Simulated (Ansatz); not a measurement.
TiO₂:
```yaml
crystal:
  lattice:
    - [4.59117, 0.00000, 0.00000]
    - [0.00000, 4.59117, 0.00000]
    - [0.00000, 0.00000, 2.93906]
  atoms:
    - { symbol: Ti, position: [0.00000, 0.00000, 0.00000] }
    - { symbol: Ti, position: [0.50000, 0.50000, 0.50000] }
    - { symbol: O, position: [0.30444, 0.30444, 0.00000] }
    - { symbol: O, position: [0.80444, 0.19556, 0.50000] }
    - { symbol: O, position: [0.19556, 0.80444, 0.50000] }
    - { symbol: O, position: [0.69556, 0.69556, 0.00000] }
```

Relaxed with PBEsol. Independent-particle spectrum: no excitons, no local fields, no scissors shift; 0.1 eV broadening; ε₁ of the summed bands alone.

Problem. Tabulate the dielectric function from DFT-PBEsol in the program Ansatz with PAW potentials.

Solution. 

```
E (eV)  ε₁ xx  ε₂ xx  ε₁ zz  ε₂ zz
------  -----  -----  -----  -----
0.0      7.32   0.00   8.72   0.00
0.4      7.38   0.00   8.79   0.00
0.8      7.55   0.00   9.01   0.00
1.2      7.88   0.00   9.41   0.00
1.6      8.44   0.00  10.12   0.00
2.0      9.48   0.03  11.39   0.00
2.4     11.62   0.40  14.70   0.39
2.8     17.40   4.87  18.84   8.29
3.2      8.63   8.96  11.21  11.96
3.6      5.05  10.27   8.85  13.10
4.0      3.23   8.93   1.25  12.71
4.4      4.15   8.73   0.25   9.46
4.8     -0.82   7.16   0.05   5.74
5.2     -0.04   4.62   0.81   3.91
5.6      1.03   3.39   4.00   3.00
6.0      2.03   3.40   2.08   5.92
6.4      3.10   4.64   3.70   5.48
6.8      3.44   4.33   5.37   4.79
7.2      1.85   6.20   6.97   6.93
7.6      1.47   7.57   0.95  15.19
8.0     -1.22   6.21  -2.88   8.29
8.4     -2.48   5.33  -4.03   8.56
8.8     -2.76   2.76  -5.34   5.30
9.2     -1.40   1.50  -2.95   3.95
9.6     -0.65   1.68  -4.01   2.90
10.0    -0.52   1.56  -2.97   1.60
10.4    -0.24   1.35  -2.43   1.22
10.8    -0.04   1.21  -1.61   0.88
11.2     0.31   1.11  -1.24   0.74
11.6     0.56   1.34  -0.88   0.54
12.0     0.58   1.23  -0.36   0.43
```

With all bands, ε∞ without local fields is 7.65 (xx = yy), 9.00 (zz). DFPT, with local fields, gives 7.40 (xx = yy), 8.84 (zz).

Space group P4_2/mnm (rutile). The cell was relaxed with PBEsol under the symmetry of its start. No spin polarisation was allowed.

Potentials: the later of the program's two PAW sets.
